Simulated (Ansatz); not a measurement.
SrNbO3 (cubic perovskite, Pm-3m), DFT-r²SCAN in the program Ansatz with PAW potentials, all energies at zero smearing, with the estimated change up to a 700 eV cutoff added, with one set of potentials and settings (totals compare only within such a set). Cell of 5 atoms (1 Sr, 1 Nb, 3 O): -9832.166 eV.

```csv
element,reference phase,E (eV/atom)
Sr,"P6_3/mmc, 2 atoms in the cell",-3555.1144
Nb,"Im-3m, 1 atoms in the cell",-4563.6321
O,"C2/m, 4 atoms in the cell, spin-polarised",-566.0281
```

Formation energy per atom, worked out: (-9832.166 − 1×(-3555.1144) − 1×(-4563.6321) − 3×(-566.0281))/5 = -3.067 eV/atom (-296 kJ per mol of atoms), at 0 K, without zero-point energy or fitted corrections.

The workflow started from a Materials Project entry (that database holds measured and hypothetical structures alike); the Crystallography Open Database copy checked does not list it. COD files the formula under space group No. 62. Its standing as an ambient phase is unchecked. The cell was relaxed with r²SCAN under the symmetry of its start; whether a distortion lowers the energy is not shown. No spin polarisation was allowed. The references are the lowest solids computed at this level, not always the standard phases (solids in place of the gases).

Potentials: the later of the program's two PAW sets.
